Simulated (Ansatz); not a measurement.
CdPS₃:
```yaml
crystal:
  lattice:
    - [3.05616, 1.76447, 6.30880]
    - [-3.05616, 1.76447, 6.30880]
    - [0.00000, -3.52895, 6.30880]
  atoms:
    - { symbol: Cd, position: [0.32551, 0.32551, 0.32551] }
    - { symbol: Cd, position: [0.67449, 0.67449, 0.67449] }
    - { symbol: P, position: [0.05884, 0.05884, 0.05884] }
    - { symbol: P, position: [0.94116, 0.94116, 0.94116] }
    - { symbol: S, position: [0.76141, 0.39842, 0.10564] }
    - { symbol: S, position: [0.10564, 0.76141, 0.39842] }
    - { symbol: S, position: [0.39842, 0.10564, 0.76141] }
    - { symbol: S, position: [0.23859, 0.60158, 0.89436] }
    - { symbol: S, position: [0.89436, 0.23859, 0.60158] }
    - { symbol: S, position: [0.60158, 0.89436, 0.23859] }
```

Tensor components refer to the Cartesian frame of this cell.

### Question
Give the high-frequency dielectric tensor and the Born effective charge tensors of the independent atoms from DFPT, DFT-LDA in the program Ansatz with PAW potentials.

### Answer

ε∞:
```
7.74  0.00  0.00
0.00  7.74  0.00
0.00  0.00  5.47
```
Z* of atom 1 (Cd), rows: field, columns: displacement, in e:
```
 2.95  -0.06   0.00
 0.06   2.95   0.00
 0.00   0.00   1.54
```
Z* of atom 3 (P), rows: field, columns: displacement, in e:
```
 3.04   0.03   0.00
-0.03   3.04   0.00
 0.00   0.00   0.60
```
Z* of atom 5 (S), rows: field, columns: displacement, in e:
```
-2.62   0.07  -0.03
 0.05  -1.38   0.03
 0.02   0.06  -0.72
```

Static charges for comparison (Bader): Cd1 +0.81, P3 +1.03, S5 -0.61 e. Born charges measure polarisation by displacement and can exceed these by far.

Space group R-3. The workflow started from an entry of the Crystallography Open Database (COD); the relaxed space group is not among those it files for this formula. COD files the formula under space group No. 146. Its standing as an ambient phase is unchecked. The cell was relaxed with LDA under the symmetry of its start; its stability against distortions is not shown here. A crystal of weakly bound layers computed without a dispersion correction: the cell and the soft elastic constants depend strongly on that. Scalar-relativistic: spin–orbit coupling is off unless named, which matters more the heavier the elements.

Potentials: the later of the program's two PAW sets.
